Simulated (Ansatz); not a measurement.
# Exchange in HfVF$_{6}$ by functional

```xyz
16
Lattice="0.0000 8.0420 8.0420 4.0210 0.0000 4.0210 4.0210 4.0210 0.0000" Properties=species:S:1:pos:R:3 pbc="T T T"
Hf    0.0000    0.0000    0.0000
V     4.0210    4.0210    4.0210
F     4.0210    4.0210    1.9696
F     4.0210    4.0210    6.0724
F     1.9696    4.0210    4.0210
F     6.0724    4.0210    4.0210
F     4.0210    1.9696    4.0210
F     4.0210    6.0724    4.0210
Hf    0.0000    4.0210    4.0210
V     4.0210    8.0420    8.0420
F     4.0210    8.0420    5.9906
F     4.0210    8.0420   10.0934
F     1.9696    8.0420    8.0420
F     6.0724    8.0420    8.0420
F     4.0210    5.9906    8.0420
F     4.0210   10.0934    8.0420
```

The same starts (parallel, antiparallel patterns that fit this cell, and no moments) were run with plane-wave PAW DFT (Ansatz 0.2.0; atoms fixed, collinear spin, no spin-orbit coupling; 3×6×6 Γ-centred mesh, fermi-dirac occupations of width 0.050 eV) at these levels: r2SCAN, 500 eV; r2SCAN with U_eff = 1.0 eV on V d (all-electron-ortho-atomic projectors), 500 eV.

Task: Which order does each level favour, and how strongly?

Result: The runs give, at zero smearing:

| level | lowest state | mean moment on V (μB) | parallel less best compensated antiparallel (meV per V) | gain over no moments (meV per V) |
| --- | --- | --- | --- | --- |
| r2SCAN | antiparallel, compensated | 2.24 | +4 | 2839 |
| r2SCAN + U | antiparallel, compensated | 2.25 | +3 | 3265 |

Site moments are taken in small spheres that don't touch (radius about 0.4 of the atom's shortest bond), so those of the magnetic atoms read low. The two orders aren't resolved at any level: the difference runs from +3 to +4 meV per V.

The cell is that of a Crystallography Open Database entry, unchanged but doubled along one cell vector so that moments can oppose.

Caveats: only orders that fit this cell were tried, so the true order may need a larger cell or canted moments; atoms and cell are held at the entry's values; differences under about 5 meV per magnetic atom weren't tested against a denser mesh or another U, and are taken as unresolved; the U is a value in common use, not computed for this crystal; the state without moments isn't the paramagnet, so the last column is no ordering energy, and a U inflates it; the nearest magnetic atoms form triangles, which frustrates antiparallel coupling, so the true order may be non-collinear or need another cell.
